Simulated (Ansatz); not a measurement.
The elements of this relaxed trial crystal are hidden behind letters.

```
lattice vectors (Å)
   0.0000    3.4064    3.4064
   3.4064    0.0000    3.4064
   3.4064    3.4064    0.0000
fractional positions
X 0.5000 0.5000 0.5000
X 0.2500 0.2500 0.2500
X 0.7500 0.7500 0.7500
Z 0.0000 0.0000 0.0000
```

All numbers below come from DFT PBE, scalar-relativistic, plane waves, PAW (Ansatz). Plane waves to 420 eV, a 12×12×12 mesh through Γ for the 4-atom cell and 0.10 eV Gaussian smearing; no spin polarisation.

- Space group: Fm-3m (No. 225)
- Conventional cell: a = 6.813 Å
- Volume per atom: 19.76 Å³
- Density: 5.32 g/cm³
- Energy over the elements: +0.20 eV/atom
- Gap on the 12×12×12 mesh of the 4-atom cell: 0 eV (a metal)

Energies are uncorrected and count from the elements' standard states at the same level.

Task: X is a p-block element of period 4 and Z is a p-block element of period 3. Which elements are they?

Result: X = Ge, Z = Cl, so the formula is Ge3Cl, here in the BiF3 (D0_3) type. Density times volume gives a mean mass of 5.32 × 19.76/1.6605 = 63.3 u per atom, and this set has 63.3 u. Around Ge on a site of symmetry m-3m lie 8 Ge at 2.95 Å and 6 Cl at 3.41 Å; Ge on a site of symmetry -43m has 4 Cl at 2.95 Å, 4 Ge at 2.95 Å and 6 Ge at 3.41 Å; around Cl lie 8 Ge at 2.95 Å and 6 Ge at 3.41 Å. Other sets within the hints have nearly the same mass, so mass alone doesn't settle it; this one was computed.

An odd number of electrons in the primitive cell allows no gap without spin; a larger cell or a magnetic state could open one. Symmetry constrained the relaxation, so the result can be a saddle point. Another cell of Ge3Cl relaxed alike, in P6_3/mmc, lies 75 meV/atom lower, so this cell isn't the stable form at this level.
